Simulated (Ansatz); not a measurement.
Relaxed bulk Si:

Space group Ia-3 (No. 206). a = 6.647 Å, b = 6.647 Å, c = 6.647 Å, α = 90.00°, β = 90.00°, γ = 90.00°
```csv
atom,site,symmetry,x,y,z
Si,16c,.3.,0.1007,0.1007,0.1007
```

Miller indices refer to the conventional cell of Ia-3 (No. 206), a = 6.647 Å, b = 6.647 Å, c = 6.647 Å, α = 90.00°, β = 90.00°, γ = 90.00°.

Consider the (100) slab of 8 planes, 11.3 Å thick with 15 Å of vacuum as cut; outer planes Si (top) and Si (bottom), all atoms relaxed.

These are results of DFT r2SCAN, scalar-relativistic, plane waves, PAW in Ansatz 0.2.0, not measurements. Plane waves to 500 eV, a k mesh through Γ of 5×5×1 on the computed 32-atom cell and Gaussian smearing (0.10 eV); no spin polarisation. A dipole correction removes the field between periodic images along c.

The work function read from the bulk's Fermi level differs by 0.29 eV, so the slab's middle doesn't match the bulk reference (too thin, or relaxed to another structure or magnetic state).

**Question.** Predict the surface energy (mean of both faces).

**Answer.** 1.65 J/m².

**Question.** Predict the work function.

**Answer.** 5.00 eV.

**Question.** The top two planes lie 1.339 Å apart in the bulk. How does relaxation change this?

**Answer.** The spacing becomes 1.208 Å (-9.7 %).

The reference crystal is a form of Si, which isn't its usual structure.